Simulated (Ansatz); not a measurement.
CuAu:
```cif
data_AuCu
_chemical_formula_sum 'Cu1 Au1'
_space_group_name_H-M_alt 'P4/mmm'
_space_group_IT_number 123
_space_group_name_Hall '-P 4 2'
_cell_length_a 2.87948
_cell_length_b 2.87948
_cell_length_c 3.50449
_cell_angle_alpha 90.000
_cell_angle_beta 90.000
_cell_angle_gamma 90.000
loop_
_atom_site_label
_atom_site_type_symbol
_atom_site_symmetry_multiplicity
_atom_site_Wyckoff_symbol
_atom_site_fract_x
_atom_site_fract_y
_atom_site_fract_z
_atom_site_occupancy
Cu1 Cu 1 d 0.50000 0.50000 0.50000 1
Au1 Au 1 a 0.00000 0.00000 0.00000 1
```

Relaxed with r²SCAN.

Question: Decompose the optical modes at the zone centre into irreducible representations, and say which are infrared and Raman allowed.

Answer: Point group 4/mmm: Γ_opt = A2u + Eu. Infrared: A2u, Eu. Raman: none.

Question: Assign frequencies (DFPT, r²SCAN in the plane-wave PAW code Ansatz).

Answer: Eu 151, A2u 193 cm⁻¹.

Its axis ratio c/a = 1.22 departs by over 6 % from that of the usual cell of this phase: another minimum, or an error of the functional. Symmetry was held in the r²SCAN relaxation; its stability against distortions is not shown here. No spin polarisation was allowed. As this level gives no gap, phonon frequencies hold no LO–TO term and depend on the k-mesh and smearing (Fermi–Dirac, 0.1 eV here). Spin–orbit coupling is left out wherever it is not named.

Potentials: the earlier of the program's two PAW sets.
